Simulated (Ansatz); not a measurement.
**TaO₂: computed property card**

TaO2:
```xyz
6
Lattice="4.9513 0.0000 0.0000 0.0000 4.9513 0.0000 0.0000 0.0000 2.8497" Properties=species:S:1:pos:R:3 pbc="T T T"
Ta     0.0000     0.0000     1.4248
Ta     2.4757     2.4757     0.0000
O      3.5329     1.4184     1.4248
O      1.4184     3.5329     1.4248
O      1.0572     1.0572     0.0000
O      3.8941     3.8941     0.0000
```

Space group P4_2/mnm (No. 136), rutile; conventional cell a = b = 4.951 Å, c = 2.850 Å, α = β = γ = 90.00°.

Method: the program Ansatz at the PBEsol level (PAW). The cell and atoms are relaxed at this level. Other levels are named where they apply.

**Cell and energy**

```
Quantity                                                       Value
-----------------------------------------------------  -------------
Volume per atom                                             11.64 Å³
Density                                                  10.12 g/cm³
Formation energy from the elements (no fitted shifts)  -2.61 eV/atom
```

**Electronic structure**

```
Item                                                                         Value
------------------------------------  --------------------------------------------
Electronic character                                             metallic (no gap)
Density of states at the Fermi level  0.41 states/eV per atom (mean over ±0.08 eV)
Gap with spin–orbit coupling                                       none (metallic)
```

**Mechanics**

```
Property                                                                                                 Value
--------------------------------------------  ----------------------------------------------------------------
Bulk modulus (Birch–Murnaghan fit)                                                                     272 GPa
Pressure derivative B′                                                                                     4.5
Elastic constants (relaxed ions, GPa)         C11 = 367, C12 = 277, C13 = 191, C33 = 410, C44 = 102, C66 = 273
Mechanical stability                                                    stable (all eigenvalues of C positive)
Hill bulk and shear moduli                                                                     273 and 110 GPa
Young's modulus                                                                                        291 GPa
Poisson's ratio                                                                                           0.32
Debye temperature from the elastic constants                                                             485 K
```

**Phonons**

```
Item                                           Result
-----------------------------  ----------------------
Highest zone-centre frequency                688 cm⁻¹
Zone-centre stability          no imaginary mode at Γ
```

The first step of the workflow began from a Materials Project structure, measured or hypothetical; the Crystallography Open Database copy checked does not list it. Whether it is the stable phase at ambient conditions was not checked. The cell was relaxed with PBEsol under the symmetry of its start. The run is not spin-polarised. As this level gives no gap, shear constants depend on the k-mesh and smearing (Fermi–Dirac, 0.1 eV here). As this level gives no gap, phonon frequencies hold no LO–TO term and depend on the k-mesh and smearing (Fermi–Dirac, 0.1 eV here). On the denser mesh and wider smearing of the elastic run this cell carries a stress of 0.5 GPa. The references are the lowest solids computed at this level, not always the standard phases (solids in place of the gases). Spin–orbit coupling is left out wherever it is not named.

Potentials: the later of the program's two PAW sets.
